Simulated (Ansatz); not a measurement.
YAu:
```yaml
crystal:
  lattice:
    - [3.54956, 0.00000, 0.00000]
    - [0.00000, 3.54956, 0.00000]
    - [0.00000, 0.00000, 3.54956]
  atoms:
    - { symbol: Au, position: [0.00000, 0.00000, 0.00000] }
    - { symbol: Y, position: [0.50000, 0.50000, 0.50000] }
```

Relaxed with PBEsol. Special points in fractions of this cell's reciprocal vectors: Γ (0.000, 0.000, 0.000); X (0.000, 0.500, 0.000); M (0.500, 0.500, 0.000); R (0.500, 0.500, 0.500).

### Question
List the band energies nearest the Fermi level at these points for the program Ansatz at the PBEsol with spin–orbit coupling level (PAW).

### Answer
In eV from the Fermi level; about four levels below and three above (degenerate sets whole), none deeper than 8.9 eV; points with the same levels are listed once.

```csv
k,below,above
Γ,-4.40 -4.40 -4.40 -4.40 -3.78 -3.78,1.01 1.01 1.01 1.01
X,-3.35 -3.35 -2.71 -2.71,0.03 0.03 1.27 1.27
M,-2.61 -2.61 -0.06 -0.06,0.48 0.48 1.54 1.54
R,-1.55 -1.55 -1.55 -1.55,0.07 0.07 5.61 5.61 5.61 5.61
```

Space group Pm-3m (CsCl type). The workflow started from an entry of the Crystallography Open Database (COD). Its standing as an ambient phase is unchecked. Symmetry was held in the PBEsol relaxation; of distortions, only those at the zone centre were tested. The run is not spin-polarised.

Potentials: the later of the program's two PAW sets.
